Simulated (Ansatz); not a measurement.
# Does this entry for Ca2ZnAs2H4O10 lie near equilibrium?

The cell is a Materials Project structure (computed, not necessarily an observed phase).

Space group P-1 (No. 2); a = 5.6780, b = 5.9548, c = 7.1303 Å, α = 108.61°, β = 97.23°, γ = 109.64°.

```
site  Wyckoff  site symmetry       x       y       z
  Ca       2i              1  0.1476  0.2942  0.7630
  Zn       1d             -1  0.5000  0.0000  0.0000
  H4       2i              1  0.4248  0.8423  0.3055
  H6       2i              1  0.6575  0.1263  0.3957
  As       2i              1  0.1745  0.3383  0.2475
 O10       2i              1  0.9043  0.2458  0.0496
 O12       2i              1  0.4214  0.0446  0.7278
 O14       2i              1  0.2215  0.6540  0.3860
 O16       2i              1  0.1411  0.1577  0.3928
 O18       2i              1  0.4277  0.3480  0.1321
```

One atom of each set is listed.

All values are calculated (Ansatz; DFT, PBE, plane waves and PAW, scalar-relativistic, 420 eV cutoff, Γ-centred 5×5×4 k-points, Fermi–Dirac smearing 0.02 eV), not measured.

(1) Do the atoms and the cell lie near the calculated equilibrium?

Answers

(1) Nearly. The largest force is 0.34 eV/Å, on atom 16 (O: 1 As at 1.70 Å; also 2 Ca at 2.41–2.49 Å), and the pressure is -1.1 GPa. Relaxing the atoms is still advisable, since electric field gradients respond to shifts of a few hundredths of an ångström.
